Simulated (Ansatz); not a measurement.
## Computed map of one atom of the cell: CsSnI3 (cubic perovskite)

CsSnI3 (cubic perovskite)

```
CELL_PARAMETERS angstrom
      6.27122     0.00000     0.00000
      0.00000     6.27122     0.00000
      0.00000     0.00000     6.27122
ATOMIC_POSITIONS crystal
  Cs 0.00000 0.00000 0.00000
  Sn 0.50000 0.50000 0.50000
  I  0.00000 0.50000 0.50000
  I  0.50000 0.50000 0.00000
  I  0.50000 0.00000 0.50000
```

Two-dimensional scan of atom 5 (I, nearest neighbour Sn at 3.136 Å; its periodic images, 6.3 Å or more away, move with it): u runs along (1.000, 0.000, 0.000), v along (0.000, 0.000, 1.000) (Cartesian). Cell and other atoms are fixed.

All values below come from PBE (plane waves to 420 eV, PAW, scalar-relativistic; Ansatz, a first-principles code). k mesh 5×5×5 (Γ-centred), Fermi-Dirac smearing 0.05 eV. The energy includes the smearing's −TS. Fu and Fv are the components of the force on the atom. CsSnI3 was relaxed with its symmetry unable to fall. Spin-orbit coupling is left out, though I is heavy. The PAW data are Ansatz's earlier set. This is a high-temperature form of CsSnI3. ΔE is measured from the undisplaced structure. Axes are in Å.

ΔE (meV/cell), with u across and v down:

| v \ u | -0.470 | -0.313 | -0.157 | 0.000 | 0.157 | 0.313 | 0.470 |
|---|---|---|---|---|---|---|---|
| -0.470 | 103.2 | 68.4 | 49.0 | 42.8 | 49.0 | 68.4 | 103.2 |
| -0.313 | 68.4 | 39.7 | 23.6 | 18.4 | 23.6 | 39.7 | 68.4 |
| -0.157 | 49.0 | 23.6 | 9.2 | 4.5 | 9.2 | 23.6 | 49.0 |
| 0.000 | 42.8 | 18.4 | 4.5 | 0.0 | 4.5 | 18.4 | 42.8 |
| 0.157 | 49.0 | 23.6 | 9.2 | 4.5 | 9.2 | 23.6 | 49.0 |
| 0.313 | 68.4 | 39.7 | 23.6 | 18.4 | 23.6 | 39.7 | 68.4 |
| 0.470 | 103.2 | 68.4 | 49.0 | 42.8 | 49.0 | 68.4 | 103.2 |

Fv (eV/Å), with u across and v down:

```
v \ u   -0.470  -0.313  -0.157  0.000  0.157  0.313  0.470
------  ------  ------  ------  -----  -----  -----  -----
-0.470    0.28    0.23    0.20   0.19   0.20   0.23   0.28
-0.313    0.17    0.14    0.13   0.12   0.13   0.14   0.17
-0.157    0.08    0.07    0.06   0.06   0.06   0.07   0.08
0.000     0.00    0.00    0.00   0.00   0.00   0.00   0.00
0.157    -0.08   -0.07   -0.06  -0.06  -0.06  -0.07  -0.08
0.313    -0.17   -0.14   -0.13  -0.12  -0.13  -0.14  -0.17
0.470    -0.28   -0.23   -0.20  -0.19  -0.20  -0.23  -0.28
```

Summary:

Principal force constants in the plane (five-point differences of the forces): 0.4 eV/Å², isotropic. Centre of the map: a minimum. Lowest place on the grid: u = 0.000 Å, v = 0.000 Å (0.0 meV/cell). Highest place on the grid, met at several equal points: u = -0.470 Å, v = -0.470 Å; u = 0.470 Å, v = -0.470 Å; u = -0.470 Å, v = 0.470 Å; u = 0.470 Å, v = 0.470 Å (103.2 meV/cell).

The 49 points together took roughly 30 core-minutes.

(A displaced cell: forces are minus the slopes of the energy, force constants its curvatures, and phonons follow from these.)
